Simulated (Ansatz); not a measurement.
KTaO₃ (cubic perovskite, space group No. 221), a = b = c = 3.989 Å, α = β = γ = 90.00°.

Relaxed with r²SCAN.

**Question.** Tabulate the valence density and the electron localisation function along the shortest Ta–O contact (1.99 Å), plane-wave PAW r²SCAN (Ansatz code).

**Answer.** 

```tsv
distance from Ta (Å)	density (e/Å³)	ELF
0.20	4.00	0.16
0.30	4.66	0.40
0.40	4.85	0.64
0.50	4.43	0.76
0.60	3.54	0.78
0.70	2.50	0.70
0.80	1.62	0.52
0.90	1.07	0.30
1.00	0.84	0.21
1.10	0.87	0.33
1.20	1.07	0.57
1.30	1.47	0.75
1.40	2.15	0.81
1.50	3.18	0.79
1.60	4.53	0.73
1.70	6.03	0.60
1.80	7.39	0.43
```

The density is the valence pseudo-density with augmentation charge, so density and ELF within about 1 Å of a nucleus are not all-electron values.

Space group Pm-3m (cubic perovskite). Symmetry was held in the r²SCAN relaxation; phonons on a q-mesh show no instability. The run is not spin-polarised. Scalar-relativistic: spin–orbit coupling is off unless named, which matters more the heavier the elements.

Potentials: the earlier of the program's two PAW sets.
